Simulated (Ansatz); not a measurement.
Data:

Cr$_{2}$C:
```cif
data_C2Cr4
_chemical_formula_sum 'Cr4 C2'
_space_group_name_H-M_alt 'P 1'
_space_group_IT_number 1
_cell_length_a 3.12328
_cell_length_b 3.12328
_cell_length_c 5.65861
_cell_angle_alpha 90.000
_cell_angle_beta 90.000
_cell_angle_gamma 90.000
loop_
_space_group_symop_operation_xyz
  'x, y, z'
loop_
_atom_site_label
_atom_site_type_symbol
_atom_site_fract_x
_atom_site_fract_y
_atom_site_fract_z
_atom_site_occupancy
Cr1 Cr 0.00000 0.00000 0.00000 1
Cr2 Cr 0.50000 0.50000 0.00000 1
Cr3 Cr 0.50000 0.00000 0.35666 1
Cr4 Cr 0.00000 0.50000 0.64334 1
C1 C 0.50000 0.00000 0.71838 1
C2 C 0.00000 0.50000 0.28162 1
```
Starting moments (μB, in the order of the atoms Cr Cr Cr Cr C C): 0.0 0.0 0.6 0.6 0.0 0.0.

This is the PBE-relaxed structure.

Problem. All from PBE (plane waves, PAW; program Ansatz), unless another level is named. Estimate the electronic character.

Solution. metallic (no gap).

Problem. Next, the density of states at the Fermi level?

Solution. 0.86 states/eV per atom (mean over ±0.08 eV).

Problem. Predict the formation energy from the elements (no fitted shifts).

Solution. 0.23 eV/atom.

Space group P4/nmm. The cell is a constructed one: a structure type filled with these elements; neither database checked (COD, Materials Project) lists it. Whether it is the stable phase at ambient conditions was not checked. Symmetry was held in the PBE relaxation; whether a distortion lowers the energy is not shown. Spin order of the final state: ferromagnetic, chosen from 2 collinear starts compared on coarse meshes (ties went to the first, and starts can fall back to one state), not a proven ground state. The references are the lowest solids computed at this level, not always the standard phases.

Potentials: the earlier of the program's two PAW sets.
